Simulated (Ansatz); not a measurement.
## What U does to MnSe (P4/nmm)

The geometry is a structure from the Materials Project, held fixed and not relaxed.

Common settings: LDA, 8×8×5 k mesh, Fermi–Dirac smearing of 0.05 eV. PAW means Ansatz 0.2.0 on its default frozen-core files; LAPW is all-electron LAPW in Ansatz 0.2.0. Site moments are integrated in spheres about the atoms, whose radii differ between the methods.

The first input and its command:

```yaml
crystal:
  lattice:
    - [3.613289, 0.0, 0.0]
    - [0.0, 3.613289, 0.0]
    - [0.0, 0.0, 6.246356]
  atoms:
    - { symbol: Mn, position: [0.0, 0.0, 0.0], spin: 4.0 }
    - { symbol: Mn, position: [0.5, 0.5, 0.0], spin: 4.0 }
    - { symbol: Se, position: [0.5, 0.0, 0.750317] }
    - { symbol: Se, position: [0.0, 0.5, 0.249683] }
magnetization:
  spin_polarized: true
kpoints:
  mp_grid: { grid: [8, 8, 5] }
scf:
  occupations: { method: fermi_dirac, width: 0.05 }
hamiltonian:
  xc: lda
  pseudopotentials: { kind: paw }
output:
  forces: true
  stress: true
  eigenvalues: true
  hubbard: { sites: [{ species: Mn, l: d }] }
  populations: true
```

Command: `ansatz run input.yaml --threads 2 --pin off --max-ram 6144MiB --backend cpu --events-out ev --progress --plain --runs-dir out`

The input for «second moment reversed; U = 6 eV on Mn d» by LAPW differs from it in these lines, output keys apart:

```diff
-    - { symbol: Mn, position: [0.5, 0.5, 0.0], spin: 4.0 }
+    - { symbol: Mn, position: [0.5, 0.5, 0.0], spin: -4.0 }
-  pseudopotentials: { kind: paw }
+  pseudopotentials: { kind: all_electron, lapw: { basis_error: 0.001 } }
+  hubbard: { sites: [{ species: Mn, l: d, u_eff: 6 }] }
```

U is Dudarev's effective value on Löwdin-orthogonalised free-atom orbitals with fully localised double counting, unless a row says otherwise (a row with U and J takes Liechtenstein's form); the search for lower states is left at its default. Gaps are Kohn–Sham gaps on the k mesh over both spins.

Without U, PAW counts the shell on its file's own orbitals, so that entry can be offset from the others.

```
                                                                       run  largest site moment PAW (μB)  largest site moment LAPW (μB)  gap PAW (eV)  gap LAPW (eV)  Mn d electrons PAW  electrons LAPW  P PAW (GPa)  P LAPW (GPa)
                                                                      no U                          1.43                           1.48         metal          metal                6.08            6.01         -8.3          -8.3
                                                          U = 6 eV on Mn d                             ?                              –         metal              –                5.42               –         29.2             –
                                              second moment reversed; no U                          2.46                           2.54         metal          metal                5.96            5.90         -1.4          -1.4
                                  second moment reversed; U = 3 eV on Mn d                          3.58                              –          0.96              –                   ?               –            ?             –
                                  second moment reversed; U = 6 eV on Mn d                          3.96                           4.10          1.68           1.68                5.50            5.51         22.2          22.3
                                  second moment reversed; U = 8 eV on Mn d                          4.11                           4.26          2.04           2.03                5.41            5.41         27.1          27.2
second moment reversed; U = 6 eV on Mn d, standard search for lower states                          3.96                              –          1.68              –                5.50               –         22.2             –
```

Task: Fill in "P PAW (GPa)" for the row "second moment reversed; U = 3 eV on Mn d".

Result: 13.1.

Task: What belongs in the row "U = 6 eV on Mn d", column "largest site moment PAW (μB)"?

Result: 4.13.

Task: Give the missing entry: row "second moment reversed; U = 3 eV on Mn d", column "Mn d electrons PAW".

Result: 5.67.

Task: How does the energy of the reversed start compare with that of the first, by LAPW?

Result: no U: -7.9 meV/atom.

Task: Give the eigenvalues of the occupation matrix of Mn1 d for «U = 6 eV on Mn d» by PAW.

Result: Majority spin: 0.98, 0.98, 0.99, 0.99, 0.99. Minority spin: 0.05, 0.06, 0.10, 0.14, 0.14.

The PAW files were made with PBE; the program remakes their cores once for the run's functional and then keeps them frozen. In at least one run the program's final test of stability wasn't made or came to no verdict. These are results for the start and cell typed. The real compound can order otherwise, in a larger cell, or not at all, since semilocal functionals at zero temperature often overstate magnetism. Left out because they may lie on a higher state: PAW, U = 3 eV on Mn d; LAPW, U = 3 eV on Mn d; LAPW, U = 6 eV on Mn d; PAW, U = 8 eV on Mn d; and 2 more.
